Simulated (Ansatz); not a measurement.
**Computed properties of TiPd$_{3}$**

```yaml
crystal:
  lattice:
    - [3.82000, 0.00000, 0.00000]
    - [0.00000, 3.82000, 0.00000]
    - [0.00000, 0.00000, 3.82000]
  atoms:
    - { symbol: Ti, position: [0.00000, 0.00000, 0.00000] }
    - { symbol: Pd, position: [0.00000, 0.50000, 0.50000] }
    - { symbol: Pd, position: [0.50000, 0.00000, 0.50000] }
    - { symbol: Pd, position: [0.50000, 0.50000, 0.00000] }
```

Atom numbers follow the list: Ti1, Pd2, Pd3, Pd4.

The cell is COD entry 1522883, as deposited and not checked against the literature; nothing was relaxed.

Spin polarisation is left out, and whether a magnetic state lies lower isn't shown here.

Levels of theory: DFT, LDA, all-electron LAPW, scalar-relativistic (Ansatz 0.2.0); DFT, LDA, PAW with Ansatz's default frozen-core files, scalar-relativistic (Ansatz 0.2.0).

For LAPW: a Γ-centred 11×11×11 k mesh, Fermi–Dirac smearing of 0.05 eV, basis error target 1 meV/atom, no spin polarisation. PAW takes a cutoff of 420 eV at this cell (files made with PBE, cores remade for this functional). The Ansatz runs share mesh, smearing and spin set-up. Values come from LAPW unless marked.

```json
{
  "Bader charges (from the PAW run)": "Ti1 +1.43, Pd2 -0.48 e",
  "Volume per atom": "13.94 Å³"
}
```

Question: Predict this quantity. Löwdin charges (with 1.41 e of the cell spilling out of the atomic basis, so their sizes and signs hang on that basis).

Answer: Ti1 -0.60, Pd2 0.67 e.

Question: Give the computed value. Density of states at the Fermi level (0.2 eV bin).

Answer: 0.91 states/eV per cell.

Question: Predict this quantity. Band gap.

Answer: none: bands cross the Fermi level, a metal.

Question: Pressure at this cell: what does the calculation give?

Answer: 2.35 GPa.
